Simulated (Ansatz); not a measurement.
A geometry of Ag away from equilibrium: step 2 of the relaxation of a relaxed Ag cell, doubled along one cell vector, shaken by Gaussian noise of σ = 0.08 Å a coordinate. These are PBEsol (plane waves to 420 eV, PAW, scalar-relativistic; Ansatz, a first-principles code) values and carry that method's errors. Γ-centred k-mesh 3×6×12 on the run's cell (coarser than for final values), Fermi–Dirac smearing 0.05 eV.

```
Ag
1.0
   10.46056     0.04381     0.00484
    0.02190     5.26382    -0.00008
    0.00123    -0.00004     2.70151
Ag
8
Direct
  0.15428   0.82638   0.49707
  0.65819   0.83228   0.41446
  0.34400   0.18517   0.54019
  0.84723   0.19252   0.49573
  0.09474   0.31637   0.50979
  0.59868   0.32383   0.45876
  0.40758   0.68061   0.53142
  0.90539   0.68151   0.55810
```

Question: Give the Cartesian forces on all atoms (eV/Å).

Answer: 
| atom | Fx | Fy | Fz |
|---|---|---|---|
| Ag1 | 0.06 | -0.36 | -0.09 |
| Ag2 | -0.11 | -0.30 | -0.23 |
| Ag3 | 0.26 | -0.08 | 0.08 |
| Ag4 | -0.03 | -0.39 | -0.03 |
| Ag5 | 0.09 | 0.40 | -0.01 |
| Ag6 | -0.21 | 0.27 | -0.04 |
| Ag7 | -0.02 | 0.15 | 0.10 |
| Ag8 | -0.04 | 0.30 | 0.22 |

Question: What is the pressure?

Answer: +1.5 GPa, compression positive.

No spin polarisation in the result.

Of the parent cell (P4/mbm (No. 127)): it is a generated cell of Ag: the first start was made by a random draw of sites in a space group, and the end was not matched to a known phase here, so it may be hypothetical. Known forms of Ag include space group No. 225.
